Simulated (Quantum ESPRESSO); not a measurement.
HfTaNb2ReMoPt2 (simulated cell), HfTaNb2RePt2W (simulated cell) (calculated)

Computed with Quantum ESPRESSO 7.5. Calculation on a made-up metal alloy cell, not a measurement: no spin or spin-orbit, unrelaxed, 2900 K smearing, stress positive in tension, cell energy less fitted offsets; periodic Kohn-Sham density functional theory in plane waves with PseudoDojo standard norm-conserving scalar-relativistic pseudopotentials, each functional with its own files (v0.5 for PBE, v0.4.1 for LDA and PBEsol), eight atoms on drawn sites of a strained close-packed or body-centred lattice, each displaced and held fixed; the energy is the cell's free energy, ions and the entropy term -TS included, at the stated Fermi-Dirac width, less a fixed offset for each atom's element (shifted free energy); compositions with an open d shell lost a parallel starting moment in a cheaper test run, and other magnetic orders were not tried; an error bar is the largest change of its kind in a tighter rerun, never given below 0.002 eV, 0.02 GPa or 0.003 eV/angstrom, and covers cutoff and k-mesh only, not smearing or the files.

Settings shared by all entries: lattice type hexagonal close-packed; functional pbe; cutoff 1143 eV; fermi dirac smearing 0.25 eV; electrons removed 0; run command mpirun -np 4 pw.x -nk 4 -in in; run processor Intel Xeon, 2023 or later, virtual cores; k mesh 8 x 5 x 3 shifted half a step off Gamma on each axis.

Notes on all entries: heavy elements are run without spin-orbit coupling, which real alloys of them have; a spin test at this wide smearing found no moment, but such smearing suppresses magnetism that the real alloy may have; lattice, volume and sites are drawn at random and may be unstable or far from any real phase; energies are for the whole cell, less offsets fitted to these runs, so they are not formation energies; error bars: energy 0.0082 eV, stress 0.11 GPa, force 0.012 eV/Å, from a tighter rerun of a related cell, whose elements or sites may differ.

(1) HfTaNb2ReMoPt2 (simulated cell)

```
HfTaNb2ReMoPt2
1.0
      2.9170    -0.0460    -0.0203
     -0.0796     5.0020     0.0397
     -0.0659     0.0744     9.4927
Pt Hf Mo Re Nb Ta Pt Nb
1 1 1 1 1 1 1 1
Direct
  -0.05458 -0.00807 -0.01161
  -0.02553 0.02242 0.49852
  0.02590 0.33076 0.24747
  0.00190 0.34935 0.75605
  0.48934 0.50697 -0.00361
  0.49225 0.47542 0.49694
  0.50127 0.82561 0.26673
  0.49568 0.86060 0.74808
```

- entropy term negative ts: -1.81 eV
- pressure: 1.88 GPa
- stress xx: -1.21 GPa
- stress yy: -3.15 GPa
- stress zz: -1.27 GPa
- stress yz: -0.12 GPa
- stress xz: -0.72 GPa
- stress xy: -2.51 GPa
- shifted free energy: -0.783 eV

Atoms:
```tsv
atoms element	atom site	atom energy offset (eV)
Pt	1	-3554.29
Hf	2	-1535.13
Mo	3	-1911.95
Re	4	-2361.34
Nb	5	-1694.67
Ta	6	-1771.44
Pt	7	-3554.29
Nb	8	-1694.67
```

Forces:
```tsv
site	x (eV/Å)	y (eV/Å)	z (eV/Å)
1	0.718	0.531	0.804
2	0.261	-2.256	-0.948
3	-0.179	-0.461	-1.029
4	-0.162	0.706	-0.027
5	-0.184	-0.399	0.453
6	0.165	2.203	0.959
7	-0.052	0.176	-1.242
8	-0.567	-0.5	1.03
```

Notes: 20 SCF iterations, 316 s of wall time on a shared machine.

(2) HfTaNb2RePt2W (simulated cell)

```
HfTaNb2RePt2W
1.0
      2.9170    -0.0460    -0.0203
     -0.0796     5.0020     0.0397
     -0.0659     0.0744     9.4927
Pt Hf W Re Nb Ta Pt Nb
1 1 1 1 1 1 1 1
Direct
  -0.05458 -0.00807 -0.01161
  -0.02553 0.02242 0.49852
  0.02590 0.33076 0.24747
  0.00190 0.34935 0.75605
  0.48934 0.50697 -0.00361
  0.49225 0.47542 0.49694
  0.50127 0.82561 0.26673
  0.49568 0.86060 0.74808
```

* entropy term negative ts: -1.756 eV
* pressure: 2.09 GPa
* stress xx: -0.77 GPa
* stress yy: -3.08 GPa
* stress zz: -2.41 GPa
* stress yz: 0.03803 GPa
* stress xz: -0.67 GPa
* stress xy: -2.56 GPa
* shifted free energy: -0.703 eV

Atoms:
```tsv
atoms element	atom site	atom energy offset (eV)
Pt	1	-3554.29
Hf	2	-1535.13
W	3	-2063.48
Re	4	-2361.34
Nb	5	-1694.67
Ta	6	-1771.44
Pt	7	-3554.29
Nb	8	-1694.67
```

Forces:
```tsv
site	x (eV/Å)	y (eV/Å)	z (eV/Å)
1	0.73	0.565	0.839
2	0.253	-2.249	-0.743
3	-0.194	-0.543	-1.228
4	-0.176	0.689	-0.056
5	-0.164	-0.382	0.419
6	0.185	2.156	1.124
7	-0.071	0.272	-1.38
8	-0.564	-0.508	1.025
```

Notes: 22 SCF iterations, 338 s of wall time on a shared machine.
